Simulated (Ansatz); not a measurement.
Zn2SnO4:
```cif
data_O32Sn8Zn16
_chemical_formula_sum 'Zn16 Sn8 O32'
_space_group_name_H-M_alt 'Fd-3m :1'
_space_group_IT_number 227
_space_group_name_Hall 'F 4d 2 3 -1d'
_cell_length_a 8.63653
_cell_length_b 8.63653
_cell_length_c 8.63653
_cell_angle_alpha 90.000
_cell_angle_beta 90.000
_cell_angle_gamma 90.000
loop_
_atom_site_label
_atom_site_type_symbol
_atom_site_symmetry_multiplicity
_atom_site_Wyckoff_symbol
_atom_site_fract_x
_atom_site_fract_y
_atom_site_fract_z
_atom_site_occupancy
Zn1 Zn 16 c 0.12500 0.12500 0.12500 1
Sn1 Sn 8 b 0.50000 0.50000 0.50000 1
O1 O 32 e 0.36753 0.36753 0.36753 1
```
(The calculation used a cell of 14 atoms; values per cell refer to that cell.)

Relaxed with PBEsol. 

HSE06 on this cell (Ansatz, a program for electronic structure, PAW) gives a gap of 2.26 eV. What does PBEsol give?

0.44 eV.

Cost on shared cores: the PBEsol run (SCF on a 6×6×6 mesh, then bands and DOS) around 2.9 core-minutes (rough), the HSE06 run (SCF on 4×4×4, then a few points) about 7 core-minutes (a rough figure); the tasks are unlike.

A made-up cell: these elements were put on the sites of a structure type; the Crystallography Open Database copy checked does not list it. Its standing as an ambient phase is unchecked. The PBEsol relaxation kept the symmetry of its start; its stability against distortions is not shown here. Scalar-relativistic: spin–orbit coupling is off unless named, which matters more the heavier the elements.

Potentials: the earlier of the program's two PAW sets. The files were generated under PBE; for other functionals the program regenerates the frozen cores, and for LDA and PBEsol the local potential too.

Ansatz is a plane-wave DFT program.
